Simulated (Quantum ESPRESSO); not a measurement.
# Si6AlP: input and log of a self-consistent run

A calculation, not a measurement. The program is pw.x of Quantum ESPRESSO 7.5 (plane-wave density functional theory). The cell is made up: 8 atoms on a zincblende/diamond lattice, with randomly drawn elements, strain and displacements, not relaxed. PseudoDojo standard norm-conserving files (v0.5 for PBE, v0.4.1 for LDA and PBEsol) set the functional; there is no spin polarisation, spin-orbit coupling or dispersion term, and the masses in the input are unused placeholders.

Input:

```
&control calculation='scf', pseudo_dir='./dojo.nc.sr.pbe.v0_5.standard.upf', outdir='./o', disk_io='medium', tprnfor=.true., tstress=.true. /
&system ibrav=0, nat=8, ntyp=3, nbnd=26, ecutwfc=44.02568797, nosym=.true., tot_charge=0,
 occupations='smearing', smearing='fd', degauss=0.0073498644
/
&electrons conv_thr=7.350e-09, electron_maxstep=60, /
ATOMIC_SPECIES
Al 1.0 Al.upf
P 1.0 P.upf
Si 1.0 Si.upf
CELL_PARAMETERS angstrom
5.6247 0.1131 0.0
0.1131 5.6247 0.0
0.0 0.0 5.6247
ATOMIC_POSITIONS angstrom
Si -0.0407 0.0087 -0.0123
Si 0.0571 2.7821 2.7703
Al 2.7718 -0.0068 2.8206
Si 2.8832 2.8416 -0.0501
Si 1.473 1.4319 1.368
Si 1.4863 4.2707 4.1805
P 4.2148 1.5074 4.2484
Si 4.2906 4.2774 1.3627
K_POINTS automatic
6 6 6 1 1 1
```

The log is shortened where brackets say so; the opening notice, blank lines, dates and the lines on written files are dropped, and the path of the files is cut. It prints rydbergs, bohrs and kilobars, and counts compression as positive stress.

```
     Program PWSCF v.7.5
     Parallel version (MPI & OpenMP), running on       1 processor cores
     Number of MPI processes:                 1
     Threads/MPI process:                     1
     [start-up lines left out]
     bravais-lattice index     =            0
     lattice parameter (alat)  =      10.6313  a.u.
     unit-cell volume          =    1200.3809 (a.u.)^3
     number of atoms/cell      =            8
     number of atomic types    =            3
     number of electrons       =        32.00
     number of Kohn-Sham states=           26
     kinetic-energy cutoff     =      44.0257  Ry
     charge density cutoff     =     176.1028  Ry
     scf convergence threshold =      7.3E-09
     mixing beta               =       0.7000
     number of iterations used =            8  plain     mixing
     Exchange-correlation= PBE
                           (   1   4   3   4   0   0   0)
     [axes and pseudopotential details left out]
   Cartesian axes
     site n.     atom                  positions (alat units)
         1        Si     tau(   1) = (  -0.0072345   0.0015464  -0.0021863  )
         2        Si     tau(   2) = (   0.0101496   0.4945220   0.4924245  )
         3        Al     tau(   3) = (   0.4926911  -0.0012087   0.5013654  )
         4        Si     tau(   4) = (   0.5124926   0.5050982  -0.0089053  )
         5        Si     tau(   5) = (   0.2618277   0.2545221   0.2431638  )
         6        Si     tau(   6) = (   0.2641918   0.7591226   0.7430894  )
         7        P      tau(   7) = (   0.7491863   0.2679424   0.7551587  )
         8        Si     tau(   8) = (   0.7626599   0.7603135   0.2422217  )
     number of k points=   108  Fermi-Dirac smearing, width (Ry)=  0.0073
     Number of k-points >= 100: set verbosity='high' to print them.
     Dense  grid:    47447 G-vectors     FFT dimensions: (  45,  45,  45)
     Estimated max dynamical RAM per process >      57.02 MB
     Initial potential from superposition of free atoms
     starting charge      31.9937, renormalised to      32.0000
     Starting wfcs are   32 randomized atomic wfcs
     total cpu time spent up to now is        9.9 secs
     per-process dynamical memory:    48.3 Mb
     Self-consistent Calculation
     iteration #  1     ecut=    44.03 Ry     beta= 0.70
     Davidson diagonalization with overlap
     ethr =  1.00E-02,  avg # of iterations =  4.0
     Threshold (ethr) on eigenvalues was too large:
     Diagonalizing with lowered threshold
     Davidson diagonalization with overlap
     ethr =  6.82E-04,  avg # of iterations =  2.8
     total cpu time spent up to now is       72.1 secs
     total energy              =     -69.20274286 Ry
     estimated scf accuracy    <       0.23427358 Ry
     iteration #  2     ecut=    44.03 Ry     beta= 0.70
     Davidson diagonalization with overlap
     ethr =  7.32E-04,  avg # of iterations =  2.3
     total cpu time spent up to now is       97.5 secs
     total energy              =     -69.21394236 Ry
     estimated scf accuracy    <       0.05208635 Ry
     iteration #  3     ecut=    44.03 Ry     beta= 0.70
     Davidson diagonalization with overlap
     ethr =  1.63E-04,  avg # of iterations =  5.9
     total cpu time spent up to now is      129.0 secs
     total energy              =     -69.22748593 Ry
     estimated scf accuracy    <       0.02258740 Ry
     iteration #  4     ecut=    44.03 Ry     beta= 0.70
     Davidson diagonalization with overlap
     ethr =  7.06E-05,  avg # of iterations =  5.0
     total cpu time spent up to now is      153.8 secs
     total energy              =     -69.23174376 Ry
     estimated scf accuracy    <       0.00077983 Ry
     iteration #  5     ecut=    44.03 Ry     beta= 0.70
     Davidson diagonalization with overlap
     c_bands:  1 eigenvalues not converged
     c_bands:  1 eigenvalues not converged
     c_bands:  1 eigenvalues not converged
     c_bands:  1 eigenvalues not converged
     c_bands:  1 eigenvalues not converged
     c_bands:  1 eigenvalues not converged
     c_bands:  1 eigenvalues not converged
     c_bands:  1 eigenvalues not converged
     c_bands:  1 eigenvalues not converged
     c_bands:  1 eigenvalues not converged
     c_bands:  1 eigenvalues not converged
     c_bands:  1 eigenvalues not converged
     c_bands:  1 eigenvalues not converged
     c_bands:  1 eigenvalues not converged
     c_bands:  1 eigenvalues not converged
     ethr =  2.44E-06,  avg # of iterations = 12.0
     total cpu time spent up to now is      201.5 secs
     total energy              =     -69.23198532 Ry
     estimated scf accuracy    <       0.00007909 Ry
     iteration #  6     ecut=    44.03 Ry     beta= 0.70
     Davidson diagonalization with overlap
     c_bands:  1 eigenvalues not converged
     c_bands:  1 eigenvalues not converged
     ethr =  2.47E-07,  avg # of iterations =  3.2
     total cpu time spent up to now is      230.0 secs
     total energy              =     -69.23200779 Ry
     estimated scf accuracy    <       0.00001222 Ry
     iteration #  7     ecut=    44.03 Ry     beta= 0.70
     Davidson diagonalization with overlap
     ethr =  3.82E-08,  avg # of iterations =  2.0
     total cpu time spent up to now is      255.4 secs
     total energy              =     -69.23201007 Ry
     estimated scf accuracy    <       0.00000054 Ry
     iteration #  8     ecut=    44.03 Ry     beta= 0.70
     Davidson diagonalization with overlap
     ethr =  1.69E-09,  avg # of iterations =  3.5
     total cpu time spent up to now is      282.0 secs
     total energy              =     -69.23201034 Ry
     estimated scf accuracy    <       0.00000008 Ry
     iteration #  9     ecut=    44.03 Ry     beta= 0.70
     Davidson diagonalization with overlap
     ethr =  2.54E-10,  avg # of iterations =  2.4
     total cpu time spent up to now is      303.2 secs
     total energy              =     -69.23201037 Ry
     estimated scf accuracy    <          9.8E-09 Ry
     iteration # 10     ecut=    44.03 Ry     beta= 0.70
     Davidson diagonalization with overlap
     ethr =  3.06E-11,  avg # of iterations =  2.4
     total cpu time spent up to now is      324.4 secs
     End of self-consistent calculation
     Number of k-points >= 100: set verbosity='high' to print the bands.
     the Fermi energy is     5.3740 ev
!    total energy              =     -69.23201037 Ry
     estimated scf accuracy    <          1.1E-09 Ry
     smearing contrib. (-TS)   =      -0.00086209 Ry
     internal energy E=F+TS    =     -69.23114828 Ry
     The total energy is F=E-TS. E is the sum of the following terms:
     one-electron contribution =      14.78394380 Ry
     hartree contribution      =       5.66618591 Ry
     xc contribution           =     -24.39884101 Ry
     ewald contribution        =     -65.28243698 Ry
     convergence has been achieved in  10 iterations
     Forces acting on atoms (cartesian axes, Ry/au):
     atom    1 type  3   force =     0.01729072   -0.00140268    0.01274780
     atom    2 type  3   force =     0.00699468    0.01494420    0.01006095
     atom    3 type  1   force =     0.02136840    0.02145198   -0.00752311
     atom    4 type  3   force =    -0.01438514    0.02420648    0.02086151
     atom    5 type  3   force =    -0.01952426   -0.00549322   -0.01317284
     atom    6 type  3   force =    -0.03103878   -0.03271887    0.01305101
     atom    7 type  2   force =     0.01623066   -0.01278027   -0.02806271
     atom    8 type  3   force =     0.00306372   -0.00820762   -0.00796261
     Total force =     0.084747     Total SCF correction =     0.000030
     Computing stress (Cartesian axis) and pressure
          total   stress  (Ry/bohr**3)                   (kbar)     P=      -45.66
  -0.00032000  -0.00019427  -0.00007026          -47.07      -28.58      -10.34
  -0.00019427  -0.00031021  -0.00003596          -28.58      -45.63       -5.29
  -0.00007026  -0.00003596  -0.00030089          -10.34       -5.29      -44.26
     init_run     :      9.60s CPU      9.86s WALL (       1 calls)
     electrons    :    287.02s CPU    314.49s WALL (       1 calls)
     forces       :      4.96s CPU      5.02s WALL (       1 calls)
     stress       :     15.95s CPU     16.03s WALL (       1 calls)
     [timing details left out]
     PWSCF        :   5m17.74s CPU   5m46.03s WALL
     JOB DONE.
```

In other units: free energy -941.949 eV for the cell, pressure -4.57 GPa, largest force component 0.841 eV/Å. A rerun of the same cell at another strain at 838 eV and a 8 x 8 x 8 mesh moved values by no more than 0.002 eV in energy, 0.02 GPa in stress and 0.002 eV/Å in force.